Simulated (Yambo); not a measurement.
```
CaO
1.0
    0.00000     2.36478     2.36478
    2.36478     0.00000     2.36478
    2.36478     2.36478     0.00000
O Ca
1 1
Direct
  0.50000   0.50000   0.50000
  0.00000   0.00000   0.00000
```

The PBEsol cell relaxed from Materials Project entry mp-2605 was given an isotropic strain of -0.7 % on all lattice vectors, and the atoms were relaxed again.

### Question
Where are the main features of Im ε from RPA with local fields on PBEsol bands shifted by a G0W0 scissor of 2.49 eV (Yambo; 18×18×18 mesh, 23 bands, 4 Ry local-field block, 0.2 eV broadening; field along x)?

### Answer
Peaks at 11.4 eV (4.7), 12.5 eV (5.6), 18.4 eV (1.4), heights in brackets. Structure narrower than a few tenths of an eV can come from the finite k mesh. Convergence of the RPA response with its 18×18×18 mesh was not tested. The scissor comes from a G0W0 run whose convergence isn't established. No excitonic effects at this level.
